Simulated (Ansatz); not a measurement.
**LuAs (Fm-3m): elasticity against pressure**

```yaml
crystal:
  lattice:
    - [0.00000, 2.80494, 2.80494]
    - [2.80494, 0.00000, 2.80494]
    - [2.80494, 2.80494, 0.00000]
  atoms:
    - { symbol: Lu, position: [0.50000, 0.50000, 0.50000] }
    - { symbol: As, position: [0.00000, 0.00000, 0.00000] }
```

This is the zero-pressure cell. At each pressure cell and atoms are relaxed in this structure, and the constants are slopes of the stress at strains of ±0.005 with relaxed ions (the coefficients that govern stability under load). Level: PBEsol, PAW on Ansatz 0.2.0's default frozen-core files (fitted under PBE), scalar-relativistic; k mesh 14×14×14, strains of ±0.005, Fermi-Dirac smearing of 0.100 eV, cutoff 420 eV. P is the pressure of the relaxed cell, less that of this one.

```
P (GPa)    V/V₀  C11 (GPa)  C12 (GPa)  C44 (GPa)
   0.00  1.0000      213.0       22.0       43.4
   0.99  0.9888      223.3       22.6       43.3
   2.01       ?          ?          ?          ?
   3.99  0.9580      253.8       24.5       43.1
   7.01  0.9313      283.4       26.4       42.8
  10.00  0.9078      312.0       28.4       42.3
  14.99  0.8740      358.3       31.6       41.5
```

Task: Does the bulk modulus from the constants agree with the pressure-volume curve?

Result: A third-order Birch-Murnaghan fit to the volumes shown (F against f, f = [(V₀/V)^(2/3) − 1]/2) gives B₀ = 85.6 GPa and B′ = 3.9. Its −V dP/dV stands beside (C11 + 2C12)/3:

```csv
P (GPa),from P(V),from the constants
0.00,85.6,85.7
0.99,89.5,89.5
3.99,100.9,100.9
7.01,112.0,112.1
10.00,122.9,122.9
14.99,140.5,140.5
```

Task: What are the pressure derivatives at zero pressure?

Result: Slopes at V₀ of quadratic fits in −ln(V/V₀) through the first four rows shown, divided by B₀: dC11/dP = 10.4, dC12/dP = 0.6, dC44/dP = 0.0. The mean slopes up to 4.0 GPa are 10.2, 0.6, -0.1; curvature and scatter of the constants part the two. The combination (dC11/dP + 2 dC12/dP)/3 = 3.9 stands against B′.

Task: Fill the row at 2.01 GPa.

Result: Cubic fits in −ln(V/V₀) through all rows shown give C11 = 233.8, C12 = 23.2, C44 = 43.3 GPa. Computed: V/V₀ = 0.9778, C11 (GPa) = 233.8, C12 (GPa) = 23.2, C44 (GPa) = 43.3.

Task: Does a shear stiffness soften?

Result: C44 goes from 43.4 to 41.5 GPa; (C11 − C12)/2 goes from 95.5 to 163.3 GPa. C44 softens under pressure, though the lattice stays mechanically stable over this range.

Caveats: the structure is a database entry and needn't be the stable phase; no other phase was computed; many crystals of this kind change structure within this range, and rows or crossings beyond such a change describe a metastable lattice; frozen-core PAW files fitted under PBE, their cores solved anew for the functional of the run; responses of metals move with mesh and smearing; phonons weren't checked at these pressures.
